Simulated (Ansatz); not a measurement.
Theory: DFT PBE, scalar-relativistic, plane waves, PAW (Ansatz). All cells share a 420 eV cutoff and Γ-centred k meshes spaced at most about 0.3 Å⁻¹ (about 0.25 or finer for metals, 2π included). No spin polarisation in the final relaxations.

These are static total energies at zero pressure. All come from trial cells, and lower structures may exist.

Question: Which of these relaxed structures of ZrSnTe4 is the lowest in energy?
A.

Space group P4/mmm (No. 123). a = 5.996 Å, b = 5.996 Å, c = 5.706 Å, α = 90.00°, β = 90.00°, γ = 90.00°
```json
{"atom": "Zr", "site": "1c", "symmetry": "4/mmm", "x": "0.5000", "y": "0.5000", "z": "0.0000"}
{"atom": "Sn", "site": "1a", "symmetry": "4/mmm", "x": "0.0000", "y": "0.0000", "z": "0.0000"}
{"atom": "Te", "site": "2f", "symmetry": "mmm.", "x": "0.5000", "y": "0.0000", "z": "0.0000"}
{"atom": "Te", "site": "1d", "symmetry": "4/mmm", "x": "0.5000", "y": "0.5000", "z": "0.5000"}
{"atom": "Te", "site": "1b", "symmetry": "4/mmm", "x": "0.0000", "y": "0.0000", "z": "0.5000"}
```

B.

Space group P4/mmm (No. 123). a = 5.934 Å, b = 5.934 Å, c = 6.109 Å, α = 90.00°, β = 90.00°, γ = 90.00°
| atom | site | symmetry | x | y | z |
| --- | --- | --- | --- | --- | --- |
| Zr | 1b | 4/mmm | 0.0000 | 0.0000 | 0.5000 |
| Sn | 1a | 4/mmm | 0.0000 | 0.0000 | 0.0000 |
| Te | 2f | mmm. | 0.0000 | 0.5000 | 0.0000 |
| Te | 2e | mmm. | 0.0000 | 0.5000 | 0.5000 |

C.

Space group F-43m (No. 216). a = 8.851 Å, b = 8.851 Å, c = 8.851 Å, α = 90.00°, β = 90.00°, γ = 90.00°
```
atom  site  symmetry       x       y       z
  Zr    4c      -43m  0.2500  0.2500  0.2500
  Sn    4a      -43m  0.0000  0.0000  0.0000
  Te   16e       .3m  0.1244  0.3756  0.8756
```

Answer: A. It has space group P4/mmm (No. 123); the next, B, with space group P4/mmm (No. 123), lies 98 meV/atom higher. Counting Te atoms around Sn and Zr (those within 1.25 times the shortest such distance or 1.15 times the sum of covalent radii, 1.27 where that leaves under three), the lowest has Zr 6, Sn 6 and the next has Zr 4, Sn 4.

These runs have no spin–orbit coupling, which can matter for Te. Cells relaxed within their symmetry can be saddle points. Some types were kept out of the candidates beforehand, so the set may lack a known form.
